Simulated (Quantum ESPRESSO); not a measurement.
# Band energies of AlN

```
CELL_PARAMETERS angstrom
      3.12859     0.00000     0.00000
     -1.56429     2.70944     0.00000
      0.00000     0.00000     5.01696
ATOMIC_POSITIONS crystal
  N  0.66667 0.33333 0.88071
  N  0.33333 0.66667 0.38071
  Al 0.66667 0.33333 0.49929
  Al 0.33333 0.66667 0.99929
```

norm-conserving PBE (Quantum ESPRESSO, 84 Ry, no spin-orbit coupling); path ΓMKΓALHA,LM,KH; energies in eV from the valence-band maximum.

```csv
k (1/Å),point,band 4,band 5,band 6,band 7,band 8,band 9,band 10,band 11
0.00,Γ,-0.84,-0.84,-0.20,-0.20,0.00,4.05,6.54,10.44
0.63,,-3.71,-2.69,-1.62,-0.53,-0.44,6.17,7.32,7.86
1.16,M,-4.12,-3.29,-2.05,-1.74,-0.68,5.77,5.79,8.04
1.27,,-4.09,-3.27,-2.18,-1.75,-0.79,5.75,5.97,8.12
1.83,K,-3.75,-3.75,-2.41,-2.35,-2.35,5.06,8.29,9.56
1.93,,-3.87,-3.57,-2.64,-2.32,-2.07,5.12,8.21,9.39
2.55,,-3.13,-3.08,-1.53,-0.77,-0.48,6.47,7.72,8.56
3.17,Γ,-0.84,-0.84,-0.20,-0.20,0.00,4.05,6.54,10.44
3.29,,-0.83,-0.83,-0.23,-0.22,-0.22,4.25,6.56,10.38
3.79,A,-3.30,-0.53,-0.53,-0.53,-0.53,6.32,6.32,10.18
4.00,,-3.33,-0.83,-0.83,-0.61,-0.61,6.58,6.58,9.65
4.64,,-4.94,-1.49,-1.49,-1.30,-1.30,5.67,5.67,9.41
4.95,L,-5.52,-1.44,-1.44,-1.34,-1.34,5.26,5.26,9.18
5.29,,-5.25,-2.70,-2.70,-0.92,-0.92,6.10,6.10,9.12
5.62,H,-4.77,-3.79,-3.79,-0.79,-0.79,7.37,7.37,7.73
5.98,,-4.86,-2.83,-2.83,-0.98,-0.98,6.56,6.56,8.99
6.52,,-3.57,-1.40,-1.40,-0.93,-0.93,6.88,6.88,9.14
6.96,A,-3.30,-0.53,-0.53,-0.53,-0.53,6.32,6.32,10.18
6.96,L,-5.52,-1.44,-1.44,-1.34,-1.34,5.26,5.26,9.18
7.59,M,-4.12,-3.29,-2.05,-1.74,-0.68,5.77,5.79,8.04
7.59,K,-3.75,-3.75,-2.41,-2.35,-2.35,5.06,8.29,9.56
8.21,H,-4.77,-3.79,-3.79,-0.79,-0.79,7.37,7.37,7.73
```

The PBE gap is direct, 4.06 eV at Γ.

Geometry of the Materials Project entry, not relaxed at this level.
